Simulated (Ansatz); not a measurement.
Input file for Ansatz (a first-principles code):

Ansatz 0.2 input:
```yaml
crystal:
  lattice:
    - [4.8712554422, 0.0, 0.0]
    - [-2.4356277211, 4.2186309612, 0.0]
    - [0.0, 0.0, 5.4604171645]
  atoms:
    - { symbol: Sr, position: [0.0, 0.0, 0.0] }
    - { symbol: As, position: [0.3333333333, 0.6666666667, 0.5] }
    - { symbol: As, position: [0.6666666667, 0.3333333333, 0.5] }
    - { symbol: O, position: [0.0, 0.6171050491, 0.6900030279] }
    - { symbol: O, position: [0.0, 0.3828949509, 0.3099969721] }
    - { symbol: O, position: [0.3828949509, 0.3828949509, 0.6900030279] }
    - { symbol: O, position: [0.6171050491, 0.6171050491, 0.3099969721] }
    - { symbol: O, position: [0.6171050491, 0.0, 0.6900030279] }
    - { symbol: O, position: [0.3828949509, 0.0, 0.3099969721] }
kpoints:
  mp_grid: { grid: [7, 7, 5] }
hamiltonian:
  xc: r2scan
  pseudopotentials: { kind: paw }
scf:
  occupations: { method: fixed }
checkpoint: { read: static.run }
output: { bader: true, populations: true }
```

Output (shortened):

```
Pseudopotential: Sr, paw, valence charge 10
Pseudopotential: As, paw, valence charge 15
Pseudopotential: O, paw, valence charge 6
Functional definition: r2SCAN
Crystal: 9 atoms, lattice volume = 112.212 Å³
Basis set: ecut = 500 eV, 2845 PW (Γ), exchange–correlation on 144×144×160 points (64 copies of the dense FFT grid, shifted against one another)
Bands: 47, of which v1, the nominal top of the filled ones, is band 38 counted from 1 (37 counted from 0)
Symmetry: 12 space group operations
Space group: P-31m (ITA 162), of the structure as read, at distance tolerance 4.8e-5 Å
k-points: 32 of 245
Stability of the state it starts from, as read at its close in the unpolarized treatment …
iter 1 solved again at ethr=2.76e-7 eV; its pass at ethr=3.10e-3 eV (dr2=2.09e-4 eV) is discarded
SCF iter   1: F=—  HF=-16697.574810 eV  |F-HF|=—  |Δ(HF+E_count)|=         —  Δρ=1.52e-6  dr2=1.58e-9  dr2_τ=1.45e-10  ethr=2.76e-7  ⟨swp⟩=3.6  Hψ=9734  notcnv=0  defer=224
preconditioner: auto → Resta (q_TF=auto, 2.557 Å⁻¹)
SCF iter   2: F=—  HF=-16697.574808 eV  |F-HF|=—  |Δ(HF+E_count)|=   2.82e-6  Δρ=1.05e-6  dr2=9.69e-10  dr2_τ=1.96e-10  ethr=2.07e-12  ⟨swp⟩=17.2  Hψ=9465  notcnv=0
SCF iter   3: F=-16697.574808 eV  HF=-16697.574808 eV  |F-HF|=2.07e-10  |Δ(HF+E_count)|=  2.62e-10  Δρ=5.45e-7  dr2=2.54e-10  dr2_τ=2.27e-11  ethr=1.27e-12  ⟨swp⟩=1.0  Hψ=4450  notcnv=0
SCF 1 converged in 3 iterations: F = -16697.574808 eV  dr2 = 2.54e-10
SCF converged after 3 iterations
Free energy (F): -16697.574808 eV
Harris-Foulkes:  -16697.574808 eV  (|F-HF|=2.07e-10)
Internal energy: -16697.574808 eV  (E = F + TS)
E sigma→0 (E₀):  -16697.574808 eV
Fermi energy:    6.393119 eV
--- Per-component energies (eV) ---
  E_band       = -715.744479
  E_kinetic    = 1519.957739
  E_local      = -8013.029268  (includes V_loc(G=0)·N_el)
  E_nonlocal   = -836.979189
  E_hartree    = 3695.277640
  E_xc         = -751.678903
  E_vxc        = -982.184797  (∫ρ·V_xc dr)
  E_paw        = -7390.051203  (= ΣΔE_a)
  E_vpaw       = 145.658117  (= ΣTr[D̂ρ^β])
  E_aug_tail   = 0.006112  (compensation charges beyond the density's cutoff)
  E_vtau       = 60.272082  (kinetic-family band-sum trace: ∫τ·v_τ [+ j·A + Jᵃ·Aᵃ] dr)
  E_ewald      = -4917.825238
  E_core_change = -3.252498  (= ΣΔE_core)
  E_smearing   =  0.000000  (= −TS)
  E_closure    =  0.000000  (closes the sum)
  Σ components = -16697.574808   (vs F -16697.574808, Δ=0.00e0)
  [band-id]    e_kinetic+e_local+e_nonlocal+2·e_hartree+e_vxc+e_vpaw+e_augmentation_tail+e_vtau = -715.743924   (vs E_band -715.744479, Δ=5.55e-4)
--- Band table (eV; the first three rows and the last of 32) ---
  k-point 0: bands = ["-29.9043", "-29.9043", "-29.8856", "-29.8856", "-29.8108", "-29.8036", "-29.8036", "-29.7914", "-29.7914", "-29.7787", "-25.9965", "-15.1361", "-12.1218", "-12.0205", "-12.0205", "-10.6965", "-10.6965", "-7.3466", "-7.3466", "-7.2024", …
  k-point 1: bands = ["-29.9043", "-29.9043", "-29.8856", "-29.8856", "-29.8108", "-29.8036", "-29.8036", "-29.7914", "-29.7914", "-29.7787", "-25.9962", "-15.1481", "-12.0862", "-12.0280", "-12.0280", "-10.6719", "-10.6719", "-7.3854", "-7.3854", "-7.2750", …
  k-point 2: bands = ["-29.9043", "-29.9043", "-29.8856", "-29.8856", "-29.8108", "-29.8036", "-29.8036", "-29.7914", "-29.7914", "-29.7787", "-25.9959", "-15.1672", "-12.0397", "-12.0397", "-12.0280", "-10.6317", "-10.6317", "-7.4483", "-7.4483", "-7.3905", …
  k-point 31: bands = ["-29.9344", "-29.9004", "-29.8871", "-29.8514", "-29.8233", "-29.8120", "-29.8098", "-29.7826", "-29.7825", "-29.7752", "-25.9934", "-14.1547", "-13.6276", "-12.2691", "-11.4868", "-11.2416", "-10.6845", "-7.4102", "-7.3753", "-7.1468", …
--- Löwdin populations: 9 sites ---
  site symbol       q [e]
     0     Sr      8.2586
     1     As     13.0525
     2     As     13.0525
     3      O      6.8390
     4      O      6.8390
     5      O      6.8390
     6      O      6.8390
     7      O      6.8390
     8      O      6.8390
  spilling = 0.007926 (of n_electrons = 76.000000)
--- Bader charges: 9 sites ---
  site symbol  charge [e]  shift [e]
     0     Sr      1.7161     0.0001
     1     As      2.8728     0.0230
     2     As      2.8728     0.0230
     3      O     -1.2436     0.0077
     4      O     -1.2436     0.0077
     5      O     -1.2436     0.0077
     6      O     -1.2436     0.0077
     7      O     -1.2436     0.0077
     8      O     -1.2436     0.0077
  shift: an alarm, by how much a part of what the PAW files miss would move the charge. Where it is large, compare
  with a run on PAW files of another source; a small one proves nothing
  estimated error of the sums over rays = 7.2e-4 e
```

Cost: around 4 core-minutes (rough) on shared cores.

The first step of the workflow began from a Materials Project structure, measured or hypothetical; the Crystallography Open Database copy checked does not list it. Whether it is the stable phase at ambient conditions was not checked. Symmetry was held in the r²SCAN relaxation; whether a distortion lowers the energy is not shown. Scalar-relativistic: spin–orbit coupling is off unless named, which matters more the heavier the elements.

Potentials: the later of the program's two PAW sets.

Ansatz is a plane-wave DFT program.
